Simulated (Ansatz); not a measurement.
ScTaPb2O6:
```cif
data_O6Pb2ScTa
_chemical_formula_sum 'Sc1 Ta1 Pb2 O6'
_space_group_name_H-M_alt 'P 1'
_space_group_IT_number 1
_cell_length_a 5.74993
_cell_length_b 5.74993
_cell_length_c 5.74993
_cell_angle_alpha 60.000
_cell_angle_beta 60.000
_cell_angle_gamma 60.000
loop_
_space_group_symop_operation_xyz
  'x, y, z'
loop_
_atom_site_label
_atom_site_type_symbol
_atom_site_fract_x
_atom_site_fract_y
_atom_site_fract_z
_atom_site_occupancy
Sc1 Sc 0.00000 0.00000 0.00000 1
Ta1 Ta 0.50000 0.50000 0.50000 1
Pb1 Pb 0.25000 0.25000 0.25000 1
Pb2 Pb 0.75000 0.75000 0.75000 1
O1 O 0.25625 0.25625 0.74375 1
O2 O 0.74375 0.74375 0.25625 1
O3 O 0.74375 0.25625 0.25625 1
O4 O 0.25625 0.74375 0.74375 1
O5 O 0.25625 0.74375 0.25625 1
O6 O 0.74375 0.25625 0.74375 1
```

Relaxed with r²SCAN. Independent-particle spectrum: no excitons, no local fields, no scissors shift; 0.1 eV broadening; ε₁ of the summed bands alone.

Question: Tabulate the dielectric function from the program Ansatz at the r²SCAN level (PAW).

Answer: 

```
E (eV)  ε₁ xx  ε₂ xx
------  -----  -----
0.0      6.04   0.00
0.5      6.08   0.00
1.0      6.18   0.00
1.5      6.38   0.00
2.0      6.69   0.00
2.5      7.18   0.00
3.0      8.18   0.04
3.5      9.13   0.89
4.0     10.75   1.94
4.5     14.81   6.48
5.0      6.76  12.21
5.5      4.68   9.32
6.0      2.74   8.86
6.5      2.49   7.63
7.0      0.08  11.55
7.5     -2.80   5.43
8.0     -0.15   4.84
8.5     -1.01   4.66
9.0     -1.83   3.68
9.5     -1.57   2.59
10.0    -1.30   2.07
10.5    -0.63   1.54
11.0    -0.11   1.31
11.5     0.63   1.26
12.0     1.14   1.65
```

Question: From ε at 5.0 eV (xx: 6.76 + 12.21i), find n, k, the normal reflectivity and the absorption coefficient.

Answer: n = 3.22, k = 1.897, R = 40 %, α = 2kE/ħc = 960000 cm⁻¹.

With all bands, ε∞ without local fields is 6.28.

Space group Fm-3m. The first step of the workflow began from a Materials Project structure, measured or hypothetical; the Crystallography Open Database copy checked does not list it. Its standing as an ambient phase is unchecked. The cell was relaxed with r²SCAN under the symmetry of its start; its stability against distortions is not shown here. The run is not spin-polarised. Scalar-relativistic: spin–orbit coupling is off unless named, which matters more the heavier the elements.

Potentials: the later of the program's two PAW sets.
